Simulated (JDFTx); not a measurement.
An input for a modified build of JDFTx (W(110), CANDLE, water, 1 M NaF; bohr, hartree) and the course of its log:

```
lattice \
  5.9910365274 2.9955182637 0.0000000000 \
  0.0000000000 4.2363025539 0.0000000000 \
  0.0000000000 0.0000000000 42.8967830290
coords-type Lattice
ion W 0.5000000000 0.0000000000 -0.1481335750 0
ion W 0.0000000000 0.0000000000 -0.0493778580 0
ion W 0.5000000000 0.0000000000 0.0493778580 0
ion W 0.0000000000 0.0000000000 0.1481335750 0
ion-species pseudo/w_pbe_v1.2.upf
elec-cutoff 20 130
elec-ex-corr gga-PBE
coulomb-interaction Slab 001
coulomb-truncation-embed 0 0 0
kpoint-folding 10 10 1
elec-smearing Fermi 0.01
elec-n-bands 39
electronic-scf nIterations 100 energyDiffThreshold 1e-08
fluid LinearPCM
pcm-variant CANDLE
fluid-solvent H2O
fluid-cation Na+ 1
fluid-anion F- 1
fluid-minimize nIterations 400 knormThreshold 1e-11
wavefunction read vac.wfns
elec-initial-eigenvals vac.eigenvals
dump-name f0.$VAR
dump End State Ecomponents EigStats BandEigs Forces ElecDensity IonicPositions Fillings Kpoints Dtot FluidDebug BoundCharge FluidDensity
```

```
[one cycle in 5 is shown, and the last three; fluid-solver lines are left out]
	FillingsUpdate:  mu: -0.171053404  nElectrons: 56.000000
SCF: Cycle:  0   F: -274.783623804000342   dF: +4.981e-06   |Residual|: 1.277e-03   |deigs|: 1.859e-05
	FillingsUpdate:  mu: -0.167369070  nElectrons: 56.000000
SCF: Cycle:  5   F: -274.783672355723354   dF: -1.581e-06   |Residual|: 1.892e-04   |deigs|: 4.146e-04
	FillingsUpdate:  mu: -0.166999971  nElectrons: 56.000000
SCF: Cycle: 10   F: -274.783672858526302   dF: -6.784e-07   |Residual|: 4.278e-05   |deigs|: 1.576e-05
	FillingsUpdate:  mu: -0.167020745  nElectrons: 56.000000
SCF: Cycle: 15   F: -274.783672814300644   dF: +5.262e-08   |Residual|: 3.672e-05   |deigs|: 6.435e-05
	FillingsUpdate:  mu: -0.167005456  nElectrons: 56.000000
SCF: Cycle: 20   F: -274.783672790306923   dF: +8.830e-08   |Residual|: 5.510e-05   |deigs|: 5.364e-05
	FillingsUpdate:  mu: -0.166966836  nElectrons: 56.000000
SCF: Cycle: 25   F: -274.783672880772428   dF: +9.150e-10   |Residual|: 9.695e-06   |deigs|: 3.619e-06
	FillingsUpdate:  mu: -0.166980202  nElectrons: 56.000000
SCF: Cycle: 30   F: -274.783672876970286   dF: -7.302e-08   |Residual|: 1.718e-05   |deigs|: 3.700e-05
	FillingsUpdate:  mu: -0.166996203  nElectrons: 56.000000
SCF: Cycle: 35   F: -274.783672769041857   dF: +1.100e-07   |Residual|: 5.983e-05   |deigs|: 3.613e-05
	FillingsUpdate:  mu: -0.166966889  nElectrons: 56.000000
SCF: Cycle: 40   F: -274.783672880947279   dF: -1.325e-09   |Residual|: 1.259e-05   |deigs|: 1.196e-05
	FillingsUpdate:  mu: -0.166979687  nElectrons: 56.000000
SCF: Cycle: 45   F: -274.783672874898230   dF: -1.087e-07   |Residual|: 1.929e-05   |deigs|: 2.222e-05
	FillingsUpdate:  mu: -0.167005451  nElectrons: 56.000000
SCF: Cycle: 50   F: -274.783672815172906   dF: +6.027e-08   |Residual|: 4.463e-05   |deigs|: 4.626e-05
	FillingsUpdate:  mu: -0.166966287  nElectrons: 56.000000
SCF: Cycle: 55   F: -274.783672877544916   dF: +1.330e-09   |Residual|: 1.274e-05   |deigs|: 1.583e-05
	FillingsUpdate:  mu: -0.166979421  nElectrons: 56.000000
SCF: Cycle: 60   F: -274.783672877086246   dF: -7.729e-08   |Residual|: 1.653e-05   |deigs|: 4.160e-05
	FillingsUpdate:  mu: -0.166994417  nElectrons: 56.000000
SCF: Cycle: 65   F: -274.783672787201056   dF: +9.303e-08   |Residual|: 5.477e-05   |deigs|: 3.257e-05
	FillingsUpdate:  mu: -0.166965627  nElectrons: 56.000000
SCF: Cycle: 70   F: -274.783672877257516   dF: +5.226e-10   |Residual|: 1.308e-05   |deigs|: 1.567e-05
	FillingsUpdate:  mu: -0.166961002  nElectrons: 56.000000
SCF: Cycle: 75   F: -274.783672883034740   dF: -5.689e-08   |Residual|: 1.030e-05   |deigs|: 3.741e-05
	FillingsUpdate:  mu: -0.166982232  nElectrons: 56.000000
SCF: Cycle: 80   F: -274.783672872759723   dF: -9.086e-08   |Residual|: 2.045e-05   |deigs|: 3.949e-05
	FillingsUpdate:  mu: -0.167020973  nElectrons: 56.000000
SCF: Cycle: 85   F: -274.783672742955332   dF: +1.287e-07   |Residual|: 6.054e-05   |deigs|: 7.192e-05
	FillingsUpdate:  mu: -0.166956873  nElectrons: 56.000000
SCF: Cycle: 90   F: -274.783672879848439   dF: -1.253e-08   |Residual|: 1.868e-05   |deigs|: 3.010e-05
	FillingsUpdate:  mu: -0.166960873  nElectrons: 56.000000
SCF: Cycle: 95   F: -274.783672880731672   dF: -1.005e-08   |Residual|: 1.613e-05   |deigs|: 2.562e-05
	FillingsUpdate:  mu: -0.166967409  nElectrons: 56.000000
SCF: Cycle: 97   F: -274.783672881747975   dF: -2.608e-08   |Residual|: 1.176e-05   |deigs|: 2.356e-05
	FillingsUpdate:  mu: -0.166971858  nElectrons: 56.000000
SCF: Cycle: 98   F: -274.783672882284861   dF: -5.369e-10   |Residual|: 6.616e-06   |deigs|: 3.631e-06
	FillingsUpdate:  mu: -0.166994000  nElectrons: 56.000000
SCF: Cycle: 99   F: -274.783672787026376   dF: +9.526e-08   |Residual|: 5.131e-05   |deigs|: 2.777e-05
SCF: None of the convergence criteria satisfied after 100 iterations.
IonicMinimize: Iter:   0  F: -274.783672787026376  |grad|_K:  0.000e+00
IonicMinimize: Converged (|grad|_K<1.000000e-04).
```

This run gave no converged result. The loop ran out of cycles short of its threshold. It has stalled and not diverged: the last ten energies span 1e-07 Ha, so the total is near its end, but levels, forces and charges aren't shown converged.
